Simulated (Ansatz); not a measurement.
Given:

SiNi:
```
CELL_PARAMETERS angstrom
      4.85874     0.00000     0.00000
     -2.42937     4.20779     0.00000
      0.00000     0.00000     3.81644
ATOMIC_POSITIONS crystal
  Ni 0.50000 0.00000 0.00000
  Ni 0.50000 0.50000 0.00000
  Ni 0.00000 0.50000 0.00000
  Si 0.00000 0.00000 0.00000
  Si 0.33333 0.66667 0.50000
  Si 0.66667 0.33333 0.50000
```

This is the PBE-relaxed structure.

### Question
All from PBE in the plane-wave PAW code Ansatz, unless another level is named. Predict the highest zone-centre frequency.

### Answer
401 cm^-1.

### Question
And the bulk modulus (Birch–Murnaghan fit)?

### Answer
163 GPa.

Space group P6/mmm. The cell is a constructed one: a structure type filled with these elements; neither database checked (COD, Materials Project) lists it. It is not the phase usual at ambient conditions (space group No. 62). Symmetry was held in the PBE relaxation. At this level the phase is dynamically unstable (imaginary phonons). The workflow began spin-polarised and lost its moments. As this level gives no gap, phonon frequencies hold no LO–TO term and depend on the k-mesh and smearing (Fermi–Dirac, 0.1 eV here).

Potentials: the later of the program's two PAW sets.
